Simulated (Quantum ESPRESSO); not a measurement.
# Kohn-Sham bands of ZrSi (Cmcm)

```yaml
crystal:
  lattice:
    - [0.00000, 0.00000, 3.75684]
    - [-3.77138, 0.00000, 0.00000]
    - [1.88569, -4.97360, 0.00000]
  atoms:
    - { symbol: Zr, position: [0.75000, 0.64515, 0.29030] }
    - { symbol: Zr, position: [0.25000, 0.35485, 0.70970] }
    - { symbol: Si, position: [0.75000, 0.92185, 0.84370] }
    - { symbol: Si, position: [0.25000, 0.07815, 0.15630] }
```

Structure: Materials Project mp-11322, symmetrised, not relaxed again. COD (Crystallography Open Database) has the formula in 2 space groups, this one among them (matched by group alone). Computed values, not measurements, from PBEsol: Quantum ESPRESSO (norm-conserving PseudoDojo potentials, cutoff 53 Ry, no spin polarisation, no spin-orbit coupling) on a Γ-centred 6×6×6 mesh, then Wannier90. Density: 8×10×10 mesh, cold smearing 0.01 Ry.

**Question.** List the Kohn-Sham levels between −8 and 3.0 eV relative to the Fermi level at the high-symmetry points, as a band run of pw.x on that density gives them (levels within 2 meV counted together).

**Answer.** 
```csv
point,k (reciprocal lattice),levels (eV)
Γ,0.000 0.000 0.000,"-6.89, -3.40, -2.59, -2.55, -2.47, -0.79, 0.46, 0.51, 1.13, 1.47, 2.06, 2.26"
Y,0.000 0.000 -0.500,"-7.62, -3.16, -2.86, -2.29, -2.16, -1.80, 0.44, 1.12, 1.18, 1.42, 2.07, 2.45"
C_0,0.000 -0.428 -0.286,"-5.77, -5.41, -3.55, -3.22, -2.45, -1.03, -0.47, 0.18, 0.79, 1.44, 2.34"
Σ_0,0.000 -0.572 0.286,"-5.77, -5.41, -3.55, -3.22, -2.45, -1.03, -0.47, 0.18, 0.79, 1.44, 2.34"
Z,0.500 0.000 0.000,"-3.80 (×2), -2.61 (×2), -2.00 (×2), 2.65 (×2), 2.89 (×2)"
A_0,0.500 -0.572 0.286,"-4.30 (×2), -2.87 (×2), -1.29 (×2), 1.76 (×2)"
E_0,0.500 -0.428 -0.286,"-4.30 (×2), -2.87 (×2), -1.29 (×2), 1.76 (×2)"
T,0.500 0.000 -0.500,"-4.77 (×2), -1.96 (×2), -1.23 (×2), 0.59 (×2), 1.44 (×2)"
S,0.000 -0.500 0.000,"-6.06, -4.71, -3.84, -3.50, -2.55, -1.29, -0.47, 0.50, 0.98, 2.22, 2.37, 2.85"
R,0.500 -0.500 0.000,"-3.97 (×2), -3.16 (×2), -1.33 (×2), 2.47 (×2)"
```
